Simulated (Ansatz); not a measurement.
Ionic part of the dielectric constant of WS2, mode by mode

Method: Ansatz 0.2.0, DFT LDA, scalar-relativistic, plane waves, PAW. Cutoff 420 eV, 12×12×2 k-points (Γ-centred), fixed occupations. No spin polarisation. Phonons by linear response, acoustic sum rule imposed.

The structure is hexagonal, space group P-6m2 (No. 187). The conventional cell has a = 3.125 Å, b = 3.125 Å, c = 16.953 Å, α = 90.00°, β = 90.00°, γ = 120.00°. W (site symmetry -6m2) has 6 S at 2.39 Å as nearest neighbours. S (site symmetry 3m) is surrounded by 3 W at 2.39 Å.

The crystal is built of layers and no dispersion correction was added, so the binding between them is poorly described, and with it their spacing and whatever depends on it. Spin–orbit coupling is left out, which matters for heavy elements.

The primitive cell has V = 143.40 Å³ and ε∞,zz = 1.433. Each polar mode adds Δε = (4.92064×10⁷/V)·S/ν² along z, with S its oscillator strength in e²/amu, ν in cm⁻¹ and V in Å³.

Task: From these modes, find each Δε and ε0,zz.
```
ν (cm⁻¹) S_zz (e²/amu)
   442.8        0.00019
```

Result:
```tsv
ν (cm⁻¹)	Δε
442.8	0.00
```

The sum is 0.000, so ε0,zz = 1.43; the run's tensor has 1.43.

Task: Where do the longitudinal modes lie for a wave vector along z?

Result: At 443 cm⁻¹. The Lyddane–Sachs–Teller product Π(ν_LO/ν_TO)² = 1.00 matches ε0/ε∞ = 1.00.

This form isn't the usual stable structure of the compound.

Cost: 1 run of about 18 core-minutes, on Arm Neoverse V2 (shared hosts).